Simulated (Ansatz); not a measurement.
One crystal and one scan (energy against volume) at two levels, r2SCAN (plane waves to 500 eV, PAW, scalar-relativistic; Ansatz, a first-principles code) and PBE (plane waves to 420 eV, PAW, scalar-relativistic; Ansatz), each from its own relaxed cell and on its own mesh. The cell shown is that of r2SCAN.

Hf (hcp, Mg type)

```yaml
crystal:
  lattice:
    - [3.19784, 0.00000, 0.00000]
    - [-1.59892, 2.76941, 0.00000]
    - [0.00000, 0.00000, 5.04744]
  atoms:
    - { symbol: Hf, position: [0.33333, 0.66667, 0.75000] }
    - { symbol: Hf, position: [0.66667, 0.33333, 0.25000] }
```

The volume is varied about the relaxed value V₀ at fixed cell shape. Symmetry pins the atoms to their sites.

The energy includes the smearing's −TS. Hf is run without spin polarisation. Hf was relaxed with its symmetry unable to fall. Spin-orbit coupling is left out, though Hf is heavy. The PAW data are Ansatz's earlier set. With the shape held, the modulus is that of even scaling; a crystal free to change shape is softer. Percentages come from the unrounded values. Both scans cover V/V₀ from 0.840 to 1.160.

Results of r2SCAN:

| Quantity | Result |
|---|---|
| Lattice constant a (Å) | 3.198 |
| Lattice constant c (Å) | 5.047 |
| Relaxed volume (Å³/atom) | 22.35 |
| Pressure at the smallest volume (GPa) | 25.6 |
| Energy cost of the largest compression (meV/atom) | 253 |
| Energy cost of the largest expansion (meV/atom) | 159 |
| Bulk modulus at fixed cell shape B₀ (third-order Birch-Murnaghan fit) (GPa) | 110.7 |
| Pressure for 5 % compression (fit) (GPa) | 6.2 |

Question: What does PBE give for the same quantities?

Answer: 
```tsv
quantity	PBE	r2SCAN − PBE
Lattice constant a (Å)	3.204	-0.006 (-0.2 %)
Lattice constant c (Å)	5.069	-0.022 (-0.4 %)
Relaxed volume (Å³/atom)	22.53	-0.18 (-0.8 %)
Pressure at the smallest volume (GPa)	25.1	+0.5 (+2 %)
Energy cost of the largest compression (meV/atom)	249	+4 (+2 %)
Energy cost of the largest expansion (meV/atom)	154	+5 (+3 %)
Bulk modulus at fixed cell shape B₀ (third-order Birch-Murnaghan fit) (GPa)	107.1	+3.6 (+3.4 %)
Pressure for 5 % compression (fit) (GPa)	6.0	+0.2 (+3 %)
```

r2SCAN gives the higher value for: pressure at the smallest volume; energy cost of the largest compression; energy cost of the largest expansion; bulk modulus at fixed cell shape B₀. r2SCAN gives the lower value for: lattice constant c; relaxed volume. They agree on: lattice constant a (within 0.2 %). Neither level is exact: the differences show how much the result hangs on the functional.

(A scan under strain: stresses follow from slopes of the energy per volume, elastic moduli from its curvatures.)
